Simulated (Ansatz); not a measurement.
Ionic part of the dielectric constant of Ga4AsP3, mode by mode

All numbers below come from DFT PBE, scalar-relativistic, plane waves, PAW (Ansatz 0.2.0). Plane waves to 420 eV; Γ-centred k mesh 6×6×6; fixed occupations. No spin polarisation. Phonons by linear response, acoustic sum rule imposed.

Space group P-43m (No. 215), cubic, a = 5.564 Å. Ga is surrounded by 3 P at 2.40 Å and 1 As at 2.45 Å; P is surrounded by 4 Ga at 2.40 Å; As has 4 Ga at 2.45 Å.

The structure comes from a generated guess, relaxed at this level; another structure or a mixture of phases may lie lower.

The primitive cell has V = 172.27 Å³ and ε∞,zz = 11.403. Each polar mode adds Δε = (4.92064×10⁷/V)·S/ν² along z, with S its oscillator strength in e²/amu, ν in cm⁻¹ and V in Å³.

Question: From these modes, find each Δε and ε0,zz.
```csv
ν (cm⁻¹),S_zz (e²/amu)
250.02,0.0777
336.30,0.3424
338.56,0.4149
```

Answer:
| ν (cm⁻¹) | Δε |
| --- | --- |
| 250.02 | 0.36 |
| 336.30 | 0.86 |
| 338.56 | 1.03 |

The sum is 2.25, so ε0,zz = 13.65; the run's tensor has 13.66.

Question: Where do the longitudinal modes lie for a wave vector along z?

Answer: At 252.82, 337.28, 365.33 cm⁻¹. The Lyddane–Sachs–Teller product Π(ν_LO/ν_TO)² = 1.20 agrees with ε0/ε∞ = 1.20.
